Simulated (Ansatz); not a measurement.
Zr2GeB2:
```cif
data_B2GeZr2
_chemical_formula_sum 'Zr2 Ge1 B2'
_space_group_name_H-M_alt 'P-6m2'
_space_group_IT_number 187
_space_group_name_Hall 'P -6 2'
_cell_length_a 3.20204
_cell_length_b 3.20204
_cell_length_c 7.87816
_cell_angle_alpha 90.000
_cell_angle_beta 90.000
_cell_angle_gamma 120.000
loop_
_atom_site_label
_atom_site_type_symbol
_atom_site_symmetry_multiplicity
_atom_site_Wyckoff_symbol
_atom_site_fract_x
_atom_site_fract_y
_atom_site_fract_z
_atom_site_occupancy
Zr1 Zr 2 h 0.33333 0.66667 0.28329 1
Ge1 Ge 1 a 0.00000 0.00000 0.00000 1
B1 B 1 b 0.00000 0.00000 0.50000 1
B2 B 1 f 0.66667 0.33333 0.50000 1
```

Relaxed with r²SCAN.

Q: Which orbitals make up the states near the Fermi level in DFT-r²SCAN in the program Ansatz with PAW potentials?

A: Within 0.5 eV of the Fermi level: Zr 4d 72 %, Ge 4p 14 %, B 2p 7 %. Projections are on Löwdin-orthogonalised atomic valence shells; empty p or d shells of many metals are not among them.

Q: Tabulate the density of states.

A: States/eV per cell of 5 atoms, in 0.25 eV bins, energy from the Fermi level.

| E (eV) | total | Zr 4d | B 2p | Ge 4p |
|---|---|---|---|---|
| -7.85 | 1.04 | 0.17 | 0.19 | 0.03 |
| -7.60 | 1.72 | 0.26 | 0.38 | 0.04 |
| -7.35 | 0.73 | 0.13 | 0.26 | 0.01 |
| -7.10 | 0.46 | 0.09 | 0.22 | 0.00 |
| -6.85 | 0.41 | 0.09 | 0.21 | 0.00 |
| -6.60 | 0.39 | 0.08 | 0.20 | 0.01 |
| -6.35 | 0.45 | 0.09 | 0.23 | 0.02 |
| -6.10 | 0.77 | 0.13 | 0.46 | 0.03 |
| -5.85 | 0.93 | 0.16 | 0.55 | 0.04 |
| -5.60 | 1.07 | 0.19 | 0.63 | 0.05 |
| -5.35 | 1.22 | 0.23 | 0.72 | 0.06 |
| -5.10 | 0.97 | 0.20 | 0.60 | 0.05 |
| -4.85 | 1.49 | 0.31 | 0.77 | 0.21 |
| -4.60 | 1.95 | 0.43 | 1.00 | 0.28 |
| -4.35 | 2.11 | 0.53 | 1.03 | 0.34 |
| -4.10 | 2.88 | 0.70 | 1.42 | 0.50 |
| -3.85 | 2.17 | 0.58 | 0.89 | 0.51 |
| -3.60 | 2.04 | 0.59 | 0.68 | 0.60 |
| -3.35 | 1.51 | 0.51 | 0.56 | 0.32 |
| -3.10 | 3.45 | 1.26 | 1.17 | 0.75 |
| -2.85 | 5.49 | 1.86 | 1.55 | 1.62 |
| -2.60 | 3.15 | 1.21 | 0.84 | 0.88 |
| -2.35 | 1.94 | 0.84 | 0.43 | 0.55 |
| -2.10 | 2.32 | 1.27 | 0.36 | 0.56 |
| -1.85 | 2.56 | 1.51 | 0.37 | 0.52 |
| -1.60 | 2.91 | 1.77 | 0.36 | 0.56 |
| -1.35 | 3.39 | 2.05 | 0.41 | 0.68 |
| -1.10 | 2.08 | 1.47 | 0.17 | 0.30 |
| -0.85 | 1.13 | 0.81 | 0.10 | 0.15 |
| -0.60 | 1.00 | 0.73 | 0.08 | 0.13 |
| -0.35 | 1.23 | 0.93 | 0.08 | 0.14 |
| -0.10 | 1.08 | 0.79 | 0.08 | 0.15 |
| 0.15 | 1.04 | 0.74 | 0.08 | 0.16 |
| 0.40 | 1.12 | 0.77 | 0.10 | 0.20 |
| 0.65 | 1.51 | 0.99 | 0.13 | 0.31 |
| 0.90 | 2.39 | 1.61 | 0.23 | 0.45 |
| 1.15 | 2.45 | 1.68 | 0.21 | 0.44 |
| 1.40 | 2.48 | 1.75 | 0.20 | 0.41 |
| 1.65 | 2.54 | 1.87 | 0.19 | 0.34 |
| 1.90 | 2.17 | 1.60 | 0.15 | 0.16 |
| 2.15 | 2.50 | 1.78 | 0.16 | 0.24 |
| 2.40 | 2.53 | 1.75 | 0.14 | 0.31 |
| 2.65 | 2.56 | 1.85 | 0.12 | 0.26 |
| 2.90 | 2.98 | 2.23 | 0.14 | 0.25 |
| 3.15 | 3.48 | 2.49 | 0.27 | 0.35 |
| 3.40 | 2.57 | 1.73 | 0.26 | 0.29 |
| 3.65 | 2.09 | 1.46 | 0.22 | 0.18 |
| 3.90 | 2.41 | 1.60 | 0.34 | 0.19 |
| 4.15 | 2.74 | 1.79 | 0.37 | 0.18 |
| 4.40 | 3.67 | 2.33 | 0.52 | 0.24 |
| 4.65 | 4.36 | 2.79 | 0.56 | 0.41 |

The start of the workflow was typed in or built on a structure type; neither database checked (COD, Materials Project) lists it. Whether it is the stable phase at ambient conditions was not checked. Symmetry was held in the r²SCAN relaxation; its stability against distortions is not shown here. No spin polarisation was allowed. Scalar-relativistic: spin–orbit coupling is off unless named, which matters more the heavier the elements.

Potentials: the earlier of the program's two PAW sets. The files were generated under PBE; for other functionals the program regenerates the frozen cores, and for LDA and PBEsol the local potential too.
